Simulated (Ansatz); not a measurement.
This cell of LaSF (space group P4/nmm) is off equilibrium:

```
CELL_PARAMETERS angstrom
      4.02752     0.00000     0.00000
      0.00000     4.02752     0.00000
      0.00000     0.00000     6.92401
ATOMIC_POSITIONS crystal
  La 0.00000 0.50000 0.76993
  La 0.50000 0.00000 0.23007
  S  0.50000 0.00000 0.65144
  S  0.00000 0.50000 0.34856
  F  0.50000 0.50000 0.00000
  F  0.00000 0.00000 0.00000
```

Method: r2SCAN (plane waves to 500 eV, PAW, scalar-relativistic; Ansatz, an electronic-structure program). k mesh 8×8×5 (Γ-centred), Fermi-Dirac smearing 0.05 eV. The energy includes the smearing's −TS. Stress and pressure are positive under compression. LaSF is run without spin polarisation. LaSF was relaxed with its symmetry unable to fall.

Task: What is the stress tensor (GPa)?

Result: 
```
    2.1      0.0      0.0
    0.0      2.1      0.0
    0.0      0.0      2.0
```
The pressure, a third of the trace, is 2.1 GPa.

Task: It is the relaxed cell scaled evenly to V/V₀ = 0.980, atoms relaxed where free. What is its energy relative to the relaxed cell?

Result: 2.4 meV/atom.

(A scan under strain: stresses follow from slopes of the energy per volume, elastic moduli from its curvatures.)
